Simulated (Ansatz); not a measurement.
Generalised stacking fault of ZnO (wurtzite) on the (0001) plane, glide cut. The cell below holds the perfect crystal with the plane normal along z; tilting its third vector by the shift puts one fault into each cell, between planes 0.64 Å apart, at fixed cell height.

```xyz
12
Lattice="3.2796 0.0000 0.0000 1.6398 2.8402 0.0000 0.0000 0.0000 15.8799" Properties=species:S:1:pos:R:3 pbc="T T T"
Zn     3.2796     1.8935    15.5599
Zn     3.2796     1.8935     4.9733
Zn     3.2796     1.8935    10.2666
Zn     1.6398     0.9467     2.3267
Zn     1.6398     0.9467     7.6200
Zn     1.6398     0.9467    12.9133
O      3.2796     1.8935     2.9666
O      3.2796     1.8935     8.2599
O      3.2796     1.8935    13.5532
O      1.6398     0.9467     0.3200
O      1.6398     0.9467     5.6133
O      1.6398     0.9467    10.9066
```

In-plane vectors a = (3.280, 0.000) Å, b = (1.640, 2.840) Å, area 9.31 Å². The shift is s times the vector a + b (length 5.680 Å), so s = 1 restores the start. Atoms relax along the normal only. γ = [E(shift) − E(0)] / area.

Computed with PBE (plane waves to 420 eV, PAW, scalar-relativistic; Ansatz, a quantum-chemistry and plane-wave program). k mesh 10×10×2 (Γ-centred), Fermi-Dirac smearing 0.05 eV. Energies are extrapolated to zero smearing. Some relaxations began with atoms very close together and may have settled on another branch. As the smearing reaches across the gap at some points, the k mesh leaves noise in γ, roughly 0.02 J/m² as judged from a few cases. Faults lie only 15.9 Å apart, and holding the cell height raises γ above its relaxed value. ZnO was relaxed with its symmetry unable to fall. The zero of γ is zero shift. The last digit holds for this mesh only.

| s | γ (J/m²) |
|---|---|
| 0.000 | 0.00 |
| 0.083 | 1.61 |
| 0.167 | 3.71 |
| 0.250 | 4.63 |
| 0.333 | 4.88 |
| 0.417 | 4.63 |
| 0.500 | 3.72 |
| 0.583 | 1.64 |
| 0.667 | 0.05 |
| 0.750 | 0.58 |
| 0.833 | 0.86 |
| 0.917 | 0.55 |

Task: Does γ have a local minimum between the ends of the line, and at which s?

Result: s = 0.667.

Task: Which barrier is met on the easier way from s = 0 (or 1) to s = 0.667?

Result: 0.86 J/m².

Task: By a periodic cubic spline through the points, what shear stress does the steepest rise of γ from s = 0 correspond to?

Result: 49 GPa. A slope of 1 mJ/m² per Å is 0.01 GPa.

(The slope of γ gives the shear force per area between the displaced halves; near zero shift its curvature is an elastic stiffness.)
